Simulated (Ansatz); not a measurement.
TiSb in the antiPbO structure

Computed with Ansatz (plane waves, PAW, 420 eV cutoff): PBEsol, scalar-relativistic, no spin polarisation, 8×8×6 k-mesh, Gaussian smearing of 0.05 eV. The datasets are Ansatz's generated set soft_2.

```
Ti Sb
1.0
     4.43610    0.00000    0.00000
     0.00000    4.43610    0.00000
     0.00000    0.00000    5.45835
Ti Sb
2 2
Direct
  0.00000 0.00000 0.00000
  0.50000 0.50000 0.00000
  0.50000 0.00000 0.28507
  0.00000 0.50000 0.71493
```

The start was a prototype's sites filled with these elements. The Crystallography Open Database lists the compound in space group P63/mmc, so this is a trial structure.

The cell above was scaled in volume, and shape and atoms were relaxed at each volume within its symmetry. Energies are counted from the cell above.

At this volume the pressure is -0.06 GPa.

```tsv
V (Å³/atom)	ΔE (meV/atom)	P from the stress (GPa)
25.780	1.89	0.72
26.317	0.35	0.27
26.854	0.00	-0.06
27.391	0.64	-0.36
27.928	2.14	-0.59
```

**Question.** Do the energies and the pressures agree? Compare −ΔE/ΔV between neighbouring points (1 meV/Å³ = 0.1602 GPa) with the mean of their pressures.

**Answer.** 
```tsv
interval (Å³/atom)	−ΔE/ΔV (GPa)	mean P (GPa)
25.78 to 26.32	0.5	0.5
26.32 to 26.85	0.1	0.1
26.85 to 27.39	-0.2	-0.2
27.39 to 27.93	-0.4	-0.5
```
They differ by 0.04 GPa at most.

**Question.** What do the two routes give for V0, B0 and B0′?

**Answer.** A third-order Birch–Murnaghan fit of the energies: V0 = 26.76 Å³/atom, B0 = 15.3 GPa, B0′ = 6.7. A polynomial of P in ln V, with B = −dP/d ln V at P = 0: V0 = 26.73 Å³/atom, B0 = 16.4 GPa, B0′ = 9.8. The two B0′ disagree, so these points don't fix it: the range is narrow, and mesh and smearing noise enter a third derivative strongly.

B0·V0 = 15.3 GPa × 26.76 Å³ = 2.55 eV/atom sets the scale: near the minimum ΔE ≈ ½ B0 V0 x², with x = V/V0 − 1, and a pressure of 0.15 GPa squeezes the volume by about 1 %.

These numbers lack spin–orbit coupling. The run is a metal.
